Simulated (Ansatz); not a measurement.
# SbRu: computed property card

SbRu:
```cif
data_Ru3Sb3
_chemical_formula_sum 'Ru3 Sb3'
_space_group_name_H-M_alt 'P 1'
_space_group_IT_number 1
_cell_length_a 5.64235
_cell_length_b 5.64235
_cell_length_c 4.15201
_cell_angle_alpha 90.000
_cell_angle_beta 90.000
_cell_angle_gamma 120.000
loop_
_space_group_symop_operation_xyz
  'x, y, z'
loop_
_atom_site_label
_atom_site_type_symbol
_atom_site_fract_x
_atom_site_fract_y
_atom_site_fract_z
_atom_site_occupancy
Ru1 Ru 0.50000 0.00000 0.00000 1
Ru2 Ru 0.50000 0.50000 0.00000 1
Ru3 Ru 0.00000 0.50000 0.00000 1
Sb1 Sb 0.00000 0.00000 0.00000 1
Sb2 Sb 0.33333 0.66667 0.50000 1
Sb3 Sb 0.66667 0.33333 0.50000 1
```

Space group P6/mmm (No. 191); conventional cell a = 5.6423 Å, b = 5.6423 Å, c = 4.1520 Å, α = 90.00°, β = 90.00°, γ = 120.00°.

Method: DFT-PBEsol in the program Ansatz with PAW potentials. Geometry: relaxed at this level of theory. Other levels are named where they apply.

### Cell and energy

```json
{
 "volume_per_atom": "19.08 Å³",
 "density": "9.70 g/cm³",
 "Formation energy from the elements (no fitted shifts)": "54 meV/atom"
}
```

### Electronic structure

```json
{
  "electronic_character": "metallic (no gap)",
  "Density of states at the Fermi level": "0.89 states/eV per atom (mean over ±0.08 eV)",
  "Gap with spin–orbit coupling": "none (metallic)"
}
```

### Mechanics

```json
{
  "Bulk modulus (Birch–Murnaghan fit)": "166 GPa",
  "Pressure derivative B′": "4.9"
}
```

### Phonons

```json
{
 "highest_zone_centre_frequency": "265 cm^-1",
 "zone_centre_stability": "unstable, softest mode 197i cm⁻¹"
}
```

A made-up cell: these elements were put on the sites of a structure type; neither database checked (COD, Materials Project) lists it. COD files the formula under space group No. 62. Whether it is the stable phase at ambient conditions was not checked. The PBEsol relaxation kept the symmetry of its start. No spin polarisation was allowed. As this level gives no gap, phonon frequencies hold no LO–TO term and depend on the k-mesh and smearing (Fermi–Dirac, 0.1 eV here). The references are the lowest solids computed at this level, not always the standard phases. Spin–orbit coupling is left out wherever it is not named.

Potentials: the earlier of the program's two PAW sets. The files were generated under PBE; for other functionals the program regenerates the frozen cores, and for LDA and PBEsol the local potential too.
